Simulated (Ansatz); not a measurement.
PbS (rock salt)

```
CELL_PARAMETERS angstrom
      0.00000     3.00452     3.00452
      3.00452     0.00000     3.00452
      3.00452     3.00452     0.00000
ATOMIC_POSITIONS crystal
  S  0.00000 0.00000 0.00000
  Pb 0.50000 0.50000 0.50000
```

The slice is a {100} plane (indices of the conventional cell) through the point (0.000, 0.000, 0.000) (fractional), spanned by u = [100] and v = [0 1 -1] in vectors of this cell: u (4.25 Å) and v (4.25 Å, at 90° to u). It covers one period; positions are fractions (u, v).

Method: PBE (plane waves to 420 eV, PAW, scalar-relativistic; Ansatz, an electronic-structure program). k mesh 10×10×10. These are valence fields of a PAW run, semicore shells included where kept as valence: close to a nucleus they are smooth pseudo fields. PbS was relaxed with its symmetry unable to fall. Spin-orbit coupling is left out, though Pb is heavy. The PAW data are Ansatz's earlier set.

Question: Around which element is the density of the highest valence band (whole band, smooth part) largest on this plane?

Answer: S. Mean over a disc round each atom, of radius 0.45 times the shortest bond: S 0.132, Pb 0.049 e/Å³.

Question: What is the valence density on the shortest S–Pb line in this plane (3.00 Å), at its midpoint?

Answer: 0.21 e/Å³.

Question: Sketch the density of the lowest conduction band (whole band as if filled, smooth part) on this plane as a map.

Answer: 
```
|46984211122211124896|
|99963111222221113699|
|98642112333332112468|
|54321123445443211234|
|22111234555554321112|
|11112344433344432111|
|11123443100013443211|
|11234541022201454321|
|12234530243420354322|
|12235530230320355322|
|12234530243420354322|
|11234541022201454321|
|11123443100013443211|
|11112344433344432111|
|22111234555554321112|
|54321123445443211234|
|98642112333332112468|
|99963111222221113699|
|46984211122211124896|
|14995211111111125994|
```
Scale: ten equal steps from 0.003 (start of '0') to 0.119 (end of '9'), in the order '0123456789'. Values: density of the lowest conduction band (whole band as if filled, smooth part) in e/Å³. The map has 20 points along u (one character each, u = 0 at the left) and 20 along v (v = 0 in the bottom row).
